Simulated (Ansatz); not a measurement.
Values for one crystal, relaxed and computed with DFT-LDA in the program Ansatz with PAW potentials; other levels are named.

```yaml
volume_per_atom: 15.12 Å³
electronic_character: metallic (no gap)
Pressure derivative B′: 4.0
Formation energy from the elements (no fitted shifts): -0.44 eV/atom
highest_zone_centre_frequency: 363 cm⁻¹
zone_centre_stability: no imaginary mode at Γ
Density of states at the Fermi level: 0.37 states/eV per atom (mean over ±0.08 eV)
```

Q: Which of these materials gives this?
A) TiHg, L1₀ or tetragonal B2
B) AlCu3, Cu3Au type
C) TiAl2, Cmmm (Ti on 4i, Al on 2b, Al on 2d, Al on 4j)
D) AlNi, CsCl type

A: C, TiAl2, Cmmm (Ti on 4i, Al on 2b, Al on 2d, Al on 4j)

The first step of the workflow began from a Materials Project structure, measured or hypothetical; the Crystallography Open Database files this formula in space group No. 65, but the cells were not matched. Its standing as an ambient phase is unchecked. The LDA relaxation kept the symmetry of its start. No spin polarisation was allowed. As this level gives no gap, phonon frequencies hold no LO–TO term and depend on the k-mesh and smearing (Fermi–Dirac, 0.1 eV here). The references are the lowest solids computed at this level, not always the standard phases.

Potentials: the later of the program's two PAW sets.
